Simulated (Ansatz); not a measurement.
Ti$_{3}$Al:
```cif
data_Al2Ti6
_chemical_formula_sum 'Ti6 Al2'
_space_group_name_H-M_alt 'P63/mmc'
_space_group_IT_number 194
_space_group_name_Hall '-P 6c 2c'
_cell_length_a 5.68796
_cell_length_b 5.68796
_cell_length_c 4.60689
_cell_angle_alpha 90.000
_cell_angle_beta 90.000
_cell_angle_gamma 120.000
loop_
_atom_site_label
_atom_site_type_symbol
_atom_site_symmetry_multiplicity
_atom_site_Wyckoff_symbol
_atom_site_fract_x
_atom_site_fract_y
_atom_site_fract_z
_atom_site_occupancy
Ti1 Ti 6 h 0.33924 0.16962 0.25000 1
Al1 Al 2 c 0.33333 0.66667 0.25000 1
```

Relaxed at zero pressure with DFT-PBEsol in the program Ansatz with PAW potentials.

Task: The volume is raised by 9 % and shape and atoms relax at that volume. What pressure results, and how do the axes share the change?

Result: -8.9 GPa; a 3.0 %, b 3.0 %, c 2.7 %; the energy rises by 43 meV/atom.

Task: Give the new structure.

Result: 
Space group P6₃/mmc (No. 194); a = b = 5.8612 Å, c = 4.7291 Å, α = β = 90.00°, γ = 120.00°

```tsv
atom	site	symmetry	x	y	z
Ti	6h	mm2	0.3390	0.1695	0.2500
Al	2c	-6m2	0.3333	0.6667	0.2500
```

The phase is kept; no other phase was compared at this pressure.

Space group P6_3/mmc. The cell was relaxed with PBEsol under the symmetry of its start; of distortions, only those at the zone centre were tested. The run is not spin-polarised. Axis ratios of metals converge slowly with the k-mesh, so a and c are less sure than the volume.

Potentials: the later of the program's two PAW sets.
